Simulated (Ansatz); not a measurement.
Ca (fcc (Cu type)), relaxed with PBE (Ansatz, an electronic-structure program, plane waves, PAW): a = b = c = 5.526 Å, α = β = γ = 90.00°.

Q: The same phase is relaxed and computed with r²SCAN+D4 in the same code. What is the cell now?

A: a = b = c = 5.546 Å, α = β = γ = 90.00°.

All cells were relaxed under the symmetry of their starts (and spin orders); stability against distortions was not tested throughout.

Potentials: the earlier of the program's two PAW sets.

Ansatz is a plane-wave DFT program.
